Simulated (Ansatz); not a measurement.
# BaCINO: a ladder of calculations

Cell of run 1: a COD entry.

Space group Pnma (No. 62); a = 8.5452, b = 4.7462, c = 11.6013 Å.

```csv
site,Wyckoff,site symmetry,x,y,z
Ba,4c,.m.,0.7730,0.7500,0.6577
C,4c,.m.,0.6205,0.2500,0.4697
I,4c,.m.,0.0929,0.2500,0.6429
N,4c,.m.,0.3177,0.7500,0.4439
O,4c,.m.,0.4453,0.7500,0.6339
```

One atom of each set is listed.

Relaxed positions (PBE, cell held):

Ba (0.7692, 0.7500, 0.6508)
C (0.6185, 0.2500, 0.4513)
I (0.0932, 0.2500, 0.6431)
N (0.3286, 0.7500, 0.4535)
O (0.4376, 0.7500, 0.6454)

All runs are DFT with Ansatz 0.2.0 (plane waves and PAW, scalar-relativistic unless spin–orbit coupling is named, Γ-centred meshes, Fermi–Dirac smearing where given) in this cell.

Run 1: PBE, atoms as given; 420 eV, 3×5×2 k-points, smearing 0.02 eV.
Run 2: PBE, atoms relaxed; 420 eV, 3×5×2 k-points, smearing 0.02 eV.
Run 3: r2SCAN, at the relaxed atoms; 500 eV, 3×5×2 k-points, smearing 0.02 eV.

```tsv
run	Ba V_zz (η)	I V_zz (η)	N V_zz (η)	O V_zz (η)
1	7.55 (0.39)	4.04 (0.76)	-3.49 (0.02)	16.59 (0.08)
2	6.73 (0.33)	-3.88 (0.46)	-1.02 (0.12)	10.92 (0.10)
3	?	?	?	?
```

V_zz in 10²¹ V/m²; 4 of the 5 sets of like atoms are followed.

**Question.** Estimate the row of run 3.

**Answer.** Ba: 6.89 (0.31); I: -3.98 (0.38); N: -0.89 (0.21); O: 11.51 (0.09). It lies nearest to run 2, from whose tensors on these sites it differs by 0.59 at most (largest principal value of the difference, on O). Taken one at a time, the positions of the atoms (as given or relaxed) move the tensors on these sites by up to 5.68 (largest principal value of the change, on O), the functional (r2SCAN with its higher cutoff) by 0.59 (O). On some sites the largest principal value moves to another axis from run to run, and the sign of V_zz can flip with it.

Without spin–orbit coupling the gradients at and beside I can be off by some per cent, at some sites by more. The database positions were far from equilibrium, so the relaxed structure may not be the compound's real one. With these PAW files V_zz is typically within 2 to 3 % of all-electron values, but misses above 10 % occur on I. In runs 1, 3 the atoms aren't at the calculated equilibrium (largest force 11, 0.86 eV/Å). Run 1: The database positions are far from the calculated equilibrium, so these values describe the entry as written and may be far from the real compound's.
